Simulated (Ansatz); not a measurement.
Relaxed TiTe₂ (CdI2 type):

```
TiTe2
1.0
    7.56852     0.00000     0.00000
   -1.89213     3.27727     0.00000
    0.00000     0.00000     6.60280
Ti Te
2 4
Direct
  0.00000   0.00000   0.00000
  0.50000   0.00000   0.00000
  0.16667   0.66667   0.25687
  0.66667   0.66667   0.25687
  0.33333   0.33333   0.74313
  0.83333   0.33333   0.74313
```

In each cell atom 3 (Te, nearest neighbour Ti at 2.766 Å; its periodic images, 3.8 Å or more away, move with it) moves by s·(1.000, 0.000, 0.000) (along Cartesian x), the rest being held.

Method: r2SCAN+rVV10 (plane waves to 500 eV, PAW, scalar-relativistic; Ansatz, a quantum-chemistry and plane-wave program). k mesh 11×11×6 (Γ-centred), Fermi-Dirac smearing 0.05 eV. With partly filled bands, energies and forces of such displacements shift with the k mesh and the smearing. F∥ is the force on the atom along that direction. F⊥ is the part of the force across the line. Spin-orbit coupling is left out, though Te is heavy. The PAW data are Ansatz's earlier set. TiTe2 is run without spin polarisation. TiTe2 was relaxed with its symmetry unable to fall. 

| s (Å) | |F⊥| (eV/Å) | F∥ (eV/Å) |
|---|---|---|
| -0.280 | 0.394 | 1.548 |
| -0.224 | 0.251 | 1.232 |
| -0.168 | ? | 0.920 |
| -0.112 | 0.080 | 0.611 |
| -0.056 | 0.039 | 0.305 |
| 0.000 | 0.003 | -0.001 |
| 0.056 | 0.061 | -0.307 |
| 0.112 | 0.151 | -0.616 |
| 0.168 | 0.277 | -0.929 |
| 0.224 | 0.439 | -1.248 |
| 0.280 | ? | -1.573 |

Task: What belongs in the gaps?

Result: 
- -0.168, |F⊥| (eV/Å): 0.147
- 0.280, |F⊥| (eV/Å): 0.638

(For displaced atoms, the force is minus the slope of the energy, and its curvature is a force constant, which sets phonon frequencies.)
